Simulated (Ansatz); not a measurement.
## InPd

```xyz
2
Lattice="3.2719 0.0000 0.0000 0.0000 3.2719 0.0000 0.0000 0.0000 3.2719" Properties=species:S:1:pos:R:3 pbc="T T T"
In    0.0000    0.0000    0.0000
Pd    1.6359    1.6359    1.6359
```

Atoms are numbered in the order listed.

Conventional cell: a = 3.272 Å, b = 3.272 Å, c = 3.272 Å, α = 90.00°, β = 90.00°, γ = 90.00°. In (atom 1) is surrounded by 8 Pd at 2.83 Å. Pd (atom 2) has 8 In at 2.83 Å as nearest neighbours.

The cell is the one relaxed in the Materials Project (mp-21215), not relaxed further here; entries there can be hypothetical.

Spin polarisation is left out, and whether a magnetic state lies lower isn't shown here.

No spin–orbit coupling, which matters for the heavy atoms here.

Methods: DFT, LDA, all-electron LAPW, scalar-relativistic (Ansatz 0.2.0); DFT, LDA, PAW with Ansatz's default frozen-core files, scalar-relativistic (Ansatz 0.2.0).

For LAPW: a Γ-centred 13×13×13 k mesh, Fermi–Dirac smearing of 0.03 eV, basis error target 1 meV/atom, no spin polarisation. PAW takes a cutoff of 420 eV at this cell (files made with PBE, cores remade for this functional). The Ansatz runs share mesh, smearing and spin set-up. Values come from LAPW unless marked.

* Bader charges (from the PAW run): In1 +0.57, Pd2 -0.57 e
* Volume per atom: 118.2 bohr³

(1) Give the computed value. Pressure at this cell.

(2) Give the computed value. Löwdin charges (with 0.08 e of the cell spilling out of the atomic basis, so their sizes and signs hang on that basis).

(3) Predict this quantity. Band gap.

(4) Predict this quantity. Density of states at the Fermi level (0.2 eV bin).

Results:

(1) -6.87 GPa.

(2) In1 -0.53, Pd2 0.61 e.

(3) none: with an odd electron count and no spin polarisation the bands can't all be full, a metal in this set-up (spin order or a larger cell could open a gap).

(4) 0.83 states/eV per cell.
